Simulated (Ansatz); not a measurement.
TaS₂ in space group Pnnm (No. 58; Ta on 2a, S on 4g), plane-wave PAW PBE (Ansatz code), all energies at zero smearing, with the estimated change up to a 700 eV cutoff added, with one set of potentials and settings (totals compare only within such a set). Cell of 6 atoms (2 Ta, 4 S): -23478.113 eV.

| element | reference phase | E (eV/atom) |
|---|---|---|
| Ta | Im-3m, 1 atoms in the cell | -9932.2522 |
| S | Fddd, 32 atoms in the cell | -902.0599 |

Formation energy per atom, worked out: (-23478.113 − 2×(-9932.2522) − 4×(-902.0599))/6 = -0.895 eV/atom (-86 kJ per mol of atoms), at 0 K, without zero-point energy or fitted corrections.

A made-up cell: these elements were put on the sites of a structure type; neither database checked (COD, Materials Project) lists it. It is not the phase usual at ambient conditions (space group No. 164). The PBE relaxation kept the symmetry of its start; whether a distortion lowers the energy is not shown. No spin polarisation was allowed. The references are the lowest solids computed at this level, not always the standard phases. Spin–orbit coupling is left out wherever it is not named.

Potentials: the later of the program's two PAW sets.
